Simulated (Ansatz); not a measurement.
# Cd5Se3S2: rattling a relaxed structure

The structure comes from a generated guess, relaxed at this level; another structure or a mixture of phases may lie lower.

The calculation used DFT PBE, scalar-relativistic, plane waves, PAW (Ansatz). Cutoff 420 eV; k points 10×10×10 on the computed 10-atom cell (Γ-centred); Gaussian smearing, width 0.02 eV; no spin polarisation.

The cell below (10 atoms, space group I-4m2 (No. 119)) is relaxed within its symmetry.

```yaml
crystal:
  lattice:
    - [-2.15322, 2.15322, 15.20123]
    - [2.15322, -2.15322, 15.20123]
    - [2.15322, 2.15322, -15.20123]
  atoms:
    - { symbol: Cd, position: [0.80213, 0.80213, 0.00000] }
    - { symbol: Cd, position: [0.40616, 0.40616, 0.00000] }
    - { symbol: Cd, position: [0.00000, 0.00000, 0.00000] }
    - { symbol: Cd, position: [0.59384, 0.59384, 0.00000] }
    - { symbol: Cd, position: [0.19787, 0.19787, 0.00000] }
    - { symbol: Se, position: [0.64584, 0.14584, 0.50000] }
    - { symbol: Se, position: [0.25000, 0.75000, 0.50000] }
    - { symbol: Se, position: [0.85416, 0.35416, 0.50000] }
    - { symbol: S, position: [0.45315, 0.95315, 0.50000] }
    - { symbol: S, position: [0.04685, 0.54685, 0.50000] }
```

For the test it was strained at random (σ = 1.5 % a component), the atoms were moved at random (σ = 0.10 Å), and all was relaxed again on a coarse 4×4×4 mesh (in the run’s order of axes) with 0.10 eV smearing, with no symmetry imposed.

Question: Does it come back?

Answer: It returns, within 1 meV/atom of the unmoved cell on that mesh and with the same symmetry when read at 0.1 Å. So it is stable against the distortions that fit this cell and that this random move excites. Modes that don't fit the cell aren't tested.
